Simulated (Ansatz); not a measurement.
## Y₇Br₃O₂, a known structure type with other elements, at an estimated volume

```xyz
12
Lattice="0.0000 4.6751 0.0000 4.6751 0.0000 0.0000 2.3375 2.3375 -12.5190" Properties=species:S:1:pos:R:3 pbc="T T T"
O     2.3375    2.3375  -10.1829
O     4.6751    4.6751   -2.3360
Br    2.3375    2.3375   -4.6721
Br    4.6751    4.6751   -7.8469
Y     2.3375    4.6751  -10.1829
Y     4.6751    2.3375  -10.1829
Y     4.6751    2.3375   -2.3360
Y     2.3375    4.6751   -2.3360
Y     0.0000    0.0000    0.0000
Br    2.3375    2.3375    0.0000
Y     2.3375    2.3375   -7.8494
Y     4.6751    4.6751   -4.6696
```

Level: r2SCAN, no spin polarisation; 500 eV; 7×7×7 Γ-centred mesh; fermi-dirac occupations (width 0.0818 eV); Ansatz 0.2.0, fixed geometry.

Task: How is the charge shared?

Result: Bader charges in e: Y +0.95 to +1.19, Br -1.36 to -1.28, O -1.65. In the mean Y gives up most and O takes most.

Task: What do density and ELF say about some of the short contacts?

Result: O–Y at 2.33 Å: least valence density 0.35 e/Å³ and ELF 0.11 there. Br–Y at 3.18 Å: least valence density 0.11 e/Å³ and ELF 0.04 there. These are pseudo-fields; inside the PAW spheres they differ from the all-electron ones.

Task: Is there a gap?

Result: It is a metal, with about 15 states/eV a cell as the mean within 0.25 eV of the Fermi level, mostly Y d (75 %).

Task: Which atom feels the largest force, and which way?

Result: The largest is on Y11 (and as large on other atoms): 1.41 eV/Å, components (0.00, 0.00, 1.41). It makes 180° with the line to a nearest neighbour, O1 at 2.33 Å, pointing away from it.

Task: Is the cell too large or too small?

Result: The pressure is 2.1 GPa (compression positive), so with the atoms held at these fractions the cell would first expand; the forces are large, so a full relaxation may end otherwise.

Origin: a known structure type with other elements, at an estimated volume, so it need not be a known compound. Caveats: many states at the Fermi level without spin polarisation, so a magnetic state may lie lower.

It took 4.9 min on 1 thread of Arm Neoverse V1, on a shared host, peak memory 1.6 GiB, starting from a saved density. The time holds forces, stress, Bader, DOS, bands, ELF.
